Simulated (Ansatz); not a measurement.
LiHS:
```xyz
6
Lattice="0.0000 2.7000 -2.6555 0.0000 2.7000 2.6555 5.9765 0.0000 0.0000" Properties=species:S:1:pos:R:3 pbc="T T T"
Li     2.9883     2.7000     0.0288
Li     0.0000     2.7000     0.0288
S      4.4824     1.4293    -1.3869
S      1.4941     3.9707    -1.3869
H      1.4941     0.3302     0.2799
H      4.4824     5.0697     0.2799
```

This is the LDA-relaxed structure.

Question: All from DFT-LDA in the program Ansatz with PAW potentials, unless another level is named. Estimate the bulk modulus (Birch–Murnaghan fit).

Answer: 26.2 GPa.

Question: And the highest zone-centre frequency (without LO–TO term)?

Answer: 2487 cm⁻¹.

Space group Ama2. The workflow started from an entry of the Crystallography Open Database (COD), which files this formula under 3 space groups. Its standing as an ambient phase is unchecked. Symmetry was held in the LDA relaxation. At this level the phase is dynamically unstable (imaginary phonons).

Potentials: the later of the program's two PAW sets.
